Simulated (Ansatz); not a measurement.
Starting cell, Zr (hcp, Mg type):

```
Zr
1.0
    3.18422     0.00000     0.00000
   -1.59211     2.75761     0.00000
    0.00000     0.00000     5.11671
Zr
2
Direct
  0.33333   0.66667   0.75000
  0.66667   0.33333   0.25000
```

Two-dimensional scan of atom 1 (Zr, nearest neighbour Zr at 3.150 Å; its periodic images, 3.2 Å or more away, move with it): u runs along (1.000, 0.000, 0.000), v along (0.000, 1.000, 0.000) (Cartesian). Cell and other atoms are fixed.

The numbers are results of PBEsol (plane waves to 420 eV, PAW, scalar-relativistic; Ansatz, a quantum-chemistry and plane-wave program), not measurements. k mesh 14×14×8 (Γ-centred), Fermi-Dirac smearing 0.05 eV. Energies are smeared free energies. Points where atoms come too close for the PAW data are left out (x in tables, blank in figures). With partly filled bands, energies and forces of such displacements shift with the k mesh and the smearing. Zr is run without spin polarisation. Zr was relaxed with its symmetry unable to fall. ΔE is measured from the undisplaced structure. Axes are in Å.

Question: Estimate the ΔE (eV/cell) for all points of the grid u = -1.040, -0.693, -0.347, 0.000, 0.347, 0.693, 1.040 by v = -1.040, -0.693, -0.347, 0.000, 0.347, 0.693, 1.040.

Answer: ΔE (eV/cell), with u across and v down:

```tsv
v \ u	-1.040	-0.693	-0.347	0.000	0.347	0.693	1.040
-1.040	x	0.441	0.171	0.106	0.171	0.441	x
-0.693	0.834	0.422	0.157	0.097	0.157	0.422	0.834
-0.347	0.584	0.282	0.083	0.038	0.083	0.282	0.584
0.000	0.277	0.140	0.040	0.000	0.040	0.140	0.277
0.347	0.127	0.106	0.067	0.042	0.067	0.106	0.127
0.693	0.085	0.145	0.189	0.214	0.189	0.145	0.085
1.040	0.112	0.288	0.484	0.586	0.484	0.288	0.112
```

(A displaced cell: forces are minus the slopes of the energy, force constants its curvatures, and phonons follow from these.)
